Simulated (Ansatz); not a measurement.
**4 guesses for MgBe2SO2 and where they end**

Computed with DFT PBE, scalar-relativistic, plane waves, PAW (Ansatz 0.2.0). Settings: cutoff 420 eV, Γ-centred meshes spaced at most about 0.3 Å⁻¹, and about 0.25 Å⁻¹ or finer for metals (2π included), Gaussian smearing. Collinear spin in cells that started with moments and kept them past the coarse steps, no spin elsewhere.

Each guess was relaxed in cell and atoms at zero pressure, within the symmetry of its start. Temperature and zero-point effects are left out. Coordination counts O or S atoms around Be and Mg (for each partner element, those within 1.25 times its shortest distance or 1.15 times the sum of covalent radii, where it is the nearest in units of that sum or under 1.3; a plus sign parts groups by distance over the sum of covalent radii).

```tsv
guess	made from	start group	V start (Å³/atom)	end group	V end (Å³/atom)	coordination at the end	gap on mesh (eV)	largest moment (μB)	E over the lowest end (meV/atom)
1	Nb2CuCS2 type	P3m1	10.4	P3m1	13.1	Mg 1, Be 3	0	-	0
2	random cell	P4/mmm	12.0	P4/mmm	13.1	Mg 2+4, Be 2+2	0	-	856
3	LaGdCl2O2 type	P4mm	10.3	?	?	?	?	?	?
4	Li2MgCdP2 type	P-4m2	13.0	P-4m2	18.2	Mg 4, Be 4	0.28	-	175
```

Guess 3 as it starts:

```
Mg Be S O
1.0
     3.30702    0.00000    0.00000
     0.00000    3.30702    0.00000
     0.00000    0.00000    5.65427
Mg Be S O
1 2 1 2
Direct
  0.00000 0.00000 0.17470
  0.50000 0.00000 0.99405
  0.00000 0.50000 0.99405
  0.50000 0.50000 0.83264
  0.00000 0.00000 0.63213
  0.50000 0.50000 0.37103
```

Q: Predict the end of this guess and its energy over the lowest end.

A: It ends in space group P4mm (No. 99), with a = 3.110 Å, c = 7.582 Å, 12.2 Å³/atom and no gap, with moments up to 0.8 μB. It lies 0.93 eV/atom over the lowest end, above guess 2 and so the highest of the set. Counting O or S atoms around Be and Mg, this end has Mg 1+4, Be 2 and the lowest (guess 1) has Mg 1, Be 3.

Space group P4mm (No. 99). a = 3.110 Å, b = 3.110 Å, c = 7.582 Å, α = 90.00°, β = 90.00°, γ = 90.00°
| atom | site | symmetry | x | y | z |
| --- | --- | --- | --- | --- | --- |
| Mg | 1a | 4mm | 0.0000 | 0.0000 | 0.3294 |
| Be | 2c | 2mm. | 0.5000 | 0.0000 | 0.0124 |
| S | 1b | 4mm | 0.5000 | 0.5000 | 0.8413 |
| O | 1a | 4mm | 0.0000 | 0.0000 | 0.5779 |
| O | 1b | 4mm | 0.5000 | 0.5000 | 0.2252 |

The zero of energy is the elements' standard structures at the same level (O₂ as a molecule); no fitted shifts are applied.

Q: Is the lowest end bound against the elements?

A: Yes: its formation energy is −1.49 eV/atom. Whether it is stable depends on the other phases of the system, which aren't compared here.

Weakly bound directions are ill-defined at this level, which has no dispersion term (P3m1, P-4m2, P4mm), and this can change margins and order among such cells. Kohn–Sham gaps at this level usually fall short of measured ones. The zero gap of P4/mmm may come from the functional, which often closes small gaps. A magnetic state wasn't ruled out in cells without spin, among them P4/mmm. The reference form of S is held partly by dispersion forces, which this level lacks. Another magnetic order may lie lower. Cells relaxed within their symmetry can be saddle points. A lower structure may well exist outside this small set. Some structure types and database cells were kept out of the candidates from the start, so a known form may be missing.
